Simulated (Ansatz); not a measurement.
Consider the following.

Zr2Cd:
```cif
data_CdZr2
_chemical_formula_sum 'Zr2 Cd1'
_space_group_name_H-M_alt 'P 1'
_space_group_IT_number 1
_cell_length_a 7.31068
_cell_length_b 7.31068
_cell_length_c 7.31068
_cell_angle_alpha 155.571
_cell_angle_beta 155.571
_cell_angle_gamma 34.820
loop_
_space_group_symop_operation_xyz
  'x, y, z'
loop_
_atom_site_label
_atom_site_type_symbol
_atom_site_fract_x
_atom_site_fract_y
_atom_site_fract_z
_atom_site_occupancy
Zr1 Zr 0.16859 0.16859 0.00000 1
Zr2 Zr 0.83141 0.83141 0.00000 1
Cd1 Cd 0.50000 0.50000 0.00000 1
```

This is the r²SCAN-relaxed structure.

Problem. All from r²SCAN in the plane-wave PAW code Ansatz, unless another level is named. Predict the density of states at the Fermi level.

Solution. 0.88 states/eV per atom (mean over ±0.08 eV).

Problem. Next, the formation energy from the elements (no fitted shifts)?

Solution. -0.14 eV/atom.

Space group I4/mmm. The first step of the workflow began from a Materials Project structure, measured or hypothetical; the Crystallography Open Database copy checked does not list it. With Zr and Cd taken as one species the cell has the higher symmetry Fm-3m, so it may be an ordered model of a mixed-site phase. Whether it is the stable phase at ambient conditions was not checked. The cell was relaxed with r²SCAN under the symmetry of its start; its stability against distortions is not shown here. No spin polarisation was allowed. The references are the lowest solids computed at this level, not always the standard phases. Scalar-relativistic: spin–orbit coupling is off unless named, which matters more the heavier the elements.

Potentials: the later of the program's two PAW sets.
